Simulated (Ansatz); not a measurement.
An Ansatz input and the part of its output that reports the observables at the nuclei.

The cell is an entry of the Crystallography Open Database (COD), relaxed with PBE at fixed cell and then changed (volume scaled by 1.02, ions relaxed).

```yaml
crystal:
  lattice:
    - [1.9779741083, 1.1419838839, 9.2032130236]
    - [-1.9779741083, 1.1419838839, 9.2032130236]
    - [0.0, -2.2839677678, 9.2032130236]
  atoms:
    - { symbol: Bi, position: [0.5973248577, 0.5973248577, 0.5973248577] }
    - { symbol: Bi, position: [0.4026751423, 0.4026751423, 0.4026751423] }
    - { symbol: Se, position: [0.7954369594, 0.7954369594, 0.7954369594] }
    - { symbol: Se, position: [0.2045630406, 0.2045630406, 0.2045630406] }
    - { symbol: Se, position: [0.0, 0.0, 0.0] }
kpoints:
  mp_grid: { grid: [14, 14, 14] }
scf:
  occupations: { method: fermi_dirac, width: 0.05 }
hamiltonian:
  xc: pbe
  pseudopotentials: { kind: paw }
output:
  forces: true
  stress: true
  populations: true
  efg: { quadrupole_moments_barn: { Bi: -0.516 }, contact_densities: true }
relax:
  f_tol: 0.02
  max_steps: 60
```

```sh
ansatz run input.yaml --threads 1 --pin off --max-ram 3072MiB --backend cpu --events-out ev --progress --plain --runs-dir out
```

The run relaxes the ions first, and the block belongs to the relaxed positions.

Of the output, the block on the nuclei alone is shown; the set-up, the SCF iterations, energies, forces and stress are cut. One atom of each set with nearly equal values is shown.

```
--- PAW observables at the nuclei: V_zz in 10²¹ V/m², potentials from the cell's mean, atoms counted from 1 ---
  atom   1  Bi V_zz =    +2.297652   η = 0.0000   by run symmetry: allowed   C_q = -28.6674 MHz
            electrostatic potential = -17830.681856 V   contact ρ = 17906672.878586 e/Å³
  atom   3  Se V_zz =    +3.775887   η = 0.0000   by run symmetry: allowed
            electrostatic potential = -4714.344628 V   contact ρ = 262897.865731 e/Å³
  atom   5  Se V_zz =    +9.390395   η = 0.0000   by run symmetry: allowed
            electrostatic potential = -4714.478752 V   contact ρ = 262888.095187 e/Å³
```

The relaxation (3 steps) took 2 min of wall time (2 min of CPU time) and 1.6 GiB at its peak, on 1 thread of Intel Xeon 6975P-C (Granite Rapids) (x86_64; 16 cores open to the job, memory cap 3.0 GiB, no GPU), a shared host with a load of 0.5 a core.

With no gap above 0.1 eV, as in a metal, the gradients converge slowly in k; expect changes of a tenth or more on a denser mesh. Spin–orbit coupling is left out, which shifts gradients on Bi by a few per cent in wide-gap crystals, and can shift them far more where the calculated gap is small or absent, as here. Semilocal functionals make gaps too small and can close them, so the real compound need not be a metal. At this changed cell the PBE pressure is 10 GPa.
